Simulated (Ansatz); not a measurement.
The start is a generated cell, Cu2O placed in the AFLOW prototype A2B_hP9_147_g_ad (B_b, as in ZnAg2). A full variable-cell relaxation at zero pressure is run with r2SCAN (plane waves to 500 eV, PAW, scalar-relativistic; Ansatz, a first-principles code). The first steps use a coarse 5×5×10 k-mesh.

Initial structure:
```
Cu2O
1.0
    6.19221     0.00000     0.00000
   -3.09610     5.36261     0.00000
    0.00000     0.00000     2.28656
O Cu
3 6
Cartesian
  0.00000   0.00000   0.00000
  3.09610   1.78754   1.71492
  0.00000   3.57507   0.57164
  2.06408   3.57509   1.71492
 -1.03202   1.78752   1.71492
  2.06405   0.00000   1.71492
  1.03202   1.78752   0.57164
 -2.06408   3.57509   0.57164
  4.12816   0.00000   0.57164
```

- Outcome: The space group goes from P-3 (No. 147) to P-3m1 (No. 164), with 9 atoms in the primitive cell
- Energy released: 0.75 eV/atom
- Shortest distances (start → end): The closest pairs of elements (up to four, under 3.6 Å), start → end: Cu–O 2.06 → 1.82 Å; O–O 2.29 → 3.31 Å; Cu–Cu 2.29 → 2.66 Å
- Optimiser moves: 33

Final values are on a 7×7×8 k-mesh of the relaxed cell. No spin polarisation in the result. The d or f electrons are treated with no Hubbard U.

The run could not lose the symmetry of its start; a randomly shaken copy of 9 atoms returns to this structure.

The relaxed structure here is a generated cell of Cu2O: the first start was made by placing the elements on the sites of a structure type, and the end was not matched to a known phase here, so it may be hypothetical. Known forms of Cu2O include space group No. 224.
